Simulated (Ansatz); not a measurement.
Geometry optimisation in Ansatz: input, command and trajectory.

```yaml
crystal:
  lattice:
    - [4.049966462, 0.0, 0.0]
    - [-2.024983231, 3.5073738405, 0.0]
    - [0.0, 0.0, 4.3728873759]
  atoms:
    - { symbol: Ge, position: [0.3333333333, 0.6666666667, 0.5] }
    - { symbol: Ge, position: [0.6666666667, 0.3333333333, 0.5] }
    - { symbol: Bi, position: [0.0, 0.0, 0.0] }
basis:
  ecutwfc: 420
kpoints:
  mp_grid: { grid: [6, 6, 4] }
hamiltonian:
  xc: pbe
scf:
  occupations: { method: gaussian, width: 0.1 }
  lower_state_search: "off"
output:
  forces: true
  stress: true
  eigenvalues: true
relax:
  adjacent_minimum: "off"
  f_tol: 0.04
  max_steps: 70
  cell: { stress_tol: 0.4 }
```

```bash
ansatz run input.yaml --threads 1 --pin off --max-ram 2560MiB --backend cpu --events-out ev --progress --plain --runs-dir out
```

Theory: DFT PBE, scalar-relativistic, plane waves, PAW (Ansatz).

Of 13 frames 9 are shown, positions in Å and forces in eV/Å; the SCF threshold varies from step to step. Steps run on the plane waves of an earlier cell, with a Pulay correction in the pressure. The basis is chosen afresh for the last frame, the zero of the energies, and at times for earlier ones too; energy and pressure step there, also at an unchanged geometry. Here that happened at step 11 (-14 meV/atom, 1.1 GPa); the frames before carry an error of that size. The mark taken_back stands on steps that the optimiser undid.

```xyz
3
Lattice="4.0500 0.0000 0.0000 -2.0250 3.5074 0.0000 0.0000 0.0000 4.3729" Properties=species:S:1:pos:R:3:forces:R:3 pbc="T T T" step=1 free_energy_over_end_meV_per_atom=357.98 pressure_GPa=18.99
Ge    0.0000    2.3382    2.1864    0.0000    0.0000    0.0000
Ge    2.0250    1.1691    2.1864    0.0000    0.0000    0.0000
Bi    0.0000    0.0000    0.0000    0.0000    0.0000    0.0000
3
Lattice="4.2389 0.0000 0.0000 -2.1195 3.6710 0.0000 0.0000 0.0000 4.5836" Properties=species:S:1:pos:R:3:forces:R:3 pbc="T T T" step=2 free_energy_over_end_meV_per_atom=141.33 pressure_GPa=5.40
Ge    0.0000    2.4473    2.2918    0.0000    0.0000    0.0000
Ge    2.1195    1.2237    2.2918    0.0000    0.0000    0.0000
Bi    0.0000    0.0000    0.0000    0.0000    0.0000    0.0000
3
Lattice="4.5397 0.0000 0.0000 -2.2699 3.9315 0.0000 0.0000 0.0000 4.3226" Properties=species:S:1:pos:R:3:forces:R:3 pbc="T T T" step=4 free_energy_over_end_meV_per_atom=50.76 pressure_GPa=-1.29
Ge    0.0000    2.6210    2.1613    0.0000    0.0000    0.0000
Ge    2.2699    1.3105    2.1613    0.0000    0.0000    0.0000
Bi    0.0000    0.0000    0.0000    0.0000    0.0000    0.0000
3
Lattice="4.6102 0.0000 0.0000 -2.3051 3.9926 0.0000 0.0000 0.0000 4.1332" Properties=species:S:1:pos:R:3:forces:R:3 pbc="T T T" step=5 free_energy_over_end_meV_per_atom=36.63 pressure_GPa=-1.92
Ge    0.0000    2.6617    2.0666    0.0000    0.0000    0.0000
Ge    2.3051    1.3309    2.0666    0.0000    0.0000    0.0000
Bi    0.0000    0.0000    0.0000    0.0000    0.0000    0.0000
3
Lattice="4.6441 0.0000 0.0000 -2.3220 4.0219 0.0000 0.0000 0.0000 3.9168" Properties=species:S:1:pos:R:3:forces:R:3 pbc="T T T" step=6 free_energy_over_end_meV_per_atom=26.02 pressure_GPa=-0.93
Ge    0.0000    2.6813    1.9584    0.0000    0.0000    0.0000
Ge    2.3220    1.3406    1.9584    0.0000    0.0000    0.0000
Bi    0.0000    0.0000    0.0000    0.0000    0.0000    0.0000
3
Lattice="4.7149 0.0000 0.0000 -2.3575 4.0832 0.0000 0.0000 0.0000 3.6001" Properties=species:S:1:pos:R:3:forces:R:3 pbc="T T T" step=8 free_energy_over_end_meV_per_atom=20.99 pressure_GPa=0.83 taken_back
Ge    0.0000    2.7222    1.8001    0.0000    0.0000    0.0000
Ge    2.3575    1.3611    1.8001    0.0000    0.0000    0.0000
Bi    0.0000    0.0000    0.0000    0.0000    0.0000    0.0000
3
Lattice="4.6929 0.0000 0.0000 -2.3464 4.0642 0.0000 0.0000 0.0000 3.7085" Properties=species:S:1:pos:R:3:forces:R:3 pbc="T T T" step=9 free_energy_over_end_meV_per_atom=17.53 pressure_GPa=-0.02
Ge    0.0000    2.7094    1.8543    0.0000    0.0000    0.0000
Ge    2.3464    1.3547    1.8543    0.0000    0.0000    0.0000
Bi    0.0000    0.0000    0.0000    0.0000    0.0000    0.0000
3
Lattice="4.6770 0.0000 0.0000 -2.3385 4.0504 0.0000 0.0000 0.0000 3.7490" Properties=species:S:1:pos:R:3:forces:R:3 pbc="T T T" step=10 free_energy_over_end_meV_per_atom=16.67 pressure_GPa=0.03
Ge    0.0000    2.7003    1.8745    0.0000    0.0000    0.0000
Ge    2.3385    1.3501    1.8745    0.0000    0.0000    0.0000
Bi    0.0000    0.0000    0.0000    0.0000    0.0000    0.0000
3
Lattice="4.7176 0.0000 0.0000 -2.3588 4.0855 0.0000 0.0000 0.0000 3.7412" Properties=species:S:1:pos:R:3:forces:R:3 pbc="T T T" step=13 free_energy_over_end_meV_per_atom=0.00 pressure_GPa=0.11
Ge    0.0000    2.7237    1.8706    0.0000    0.0000    0.0000
Ge    2.3588    1.3618    1.8706    0.0000    0.0000    0.0000
Bi    0.0000    0.0000    0.0000    0.0000    0.0000    0.0000
```

The start puts this composition into another compound's structure type, which needn't suit it. At the end the space group is P6/mmm (tolerance 0.05 Å).

It took 24 s on 1 thread of Arm Neoverse V2, on a shared host, peak memory 0.35 GiB.

The k mesh is coarse. Spin–orbit coupling is left out, which can shift energies with elements as heavy as these.